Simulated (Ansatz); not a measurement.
**PtSe₂: frozen-core PAW against all-electron methods**

```
Pt Se
1.0
     3.75161    0.00000    0.00000
    -1.87580    3.24899    0.00000
     0.00000    0.00000    6.50118
Pt Se
1 2
Direct
  0.00000 0.00000 0.00000
  0.33333 0.66667 0.20099
  0.66667 0.33333 0.79901
```

Atom numbers follow the list: Pt1, Se2, Se3.

The conventional cell has a = 3.752 Å, b = 3.752 Å, c = 6.501 Å, α = 90.00°, β = 90.00°, γ = 120.00°. Pt (atom 1) has 6 Se at 2.53 Å as nearest neighbours. Se (atom 2) is surrounded by 3 Pt at 2.53 Å.

The cell was built from the CdI2 type and relaxed in the same program, and has space group P-3m1; it needn't be a known or the stable phase.

Spin–orbit coupling is left out, though it moves levels of the heavy atoms by tenths of an eV or more.

Levels of theory: DFT, PBE, PAW with Ansatz's default frozen-core files, scalar-relativistic (Ansatz 0.2.0); DFT, PBE, all-electron PAW with datasets made for the crystal, scalar-relativistic (Ansatz 0.2.0); DFT, PBE, all-electron LAPW, scalar-relativistic (Ansatz 0.2.0).

For PAW: a Γ-centred 12×12×7 k mesh, Fermi–Dirac smearing of 0.05 eV, cutoff 420 eV, no spin polarisation. The crystal-made all-electron datasets (AE datasets) take a cutoff of 380 eV at this cell. LAPW targets a basis error of 1 meV/atom. The Ansatz runs share mesh, smearing and spin set-up. Plane-wave (PAW) pressures include the program's estimate of the Pulay term.

Stress and pressure are positive in compression.

Spin–orbit coupling is left out, which moves gradients at and beside heavy atoms by some per cent and at worst by a factor of two.

Levels count from the top of the valence band.

```csv
quantity,PAW,AE datasets,LAPW
pressure (GPa),0.00,0.00,0.00
band gap (eV),0.839,0.843,0.843
highest filled level at Γ (eV),-0.231,-0.230,-0.230
lowest empty level at Γ (eV),2.619,2.621,2.621
highest filled level at L (eV),-1.392,-1.393,-1.393
lowest empty level at L (eV),2.148,2.154,2.154
highest filled level at A (eV),-0.317,-0.316,-0.316
lowest empty level at A (eV),2.690,2.693,2.692
field gradient Vzz at Pt1 (10²¹ V/m²),7.20,?,–
field gradient Vzz at Se2 (10²¹ V/m²),?,?,–
```

Q: Fill in "AE datasets" for the row "field gradient Vzz at Pt1 (10²¹ V/m²)".

A: 7.48.

Q: Give the missing entry: row "field gradient Vzz at Se2 (10²¹ V/m²)", column "PAW".

A: -9.39.

Q: Give the missing entry: row "field gradient Vzz at Se2 (10²¹ V/m²)", column "AE datasets".

A: -9.52.
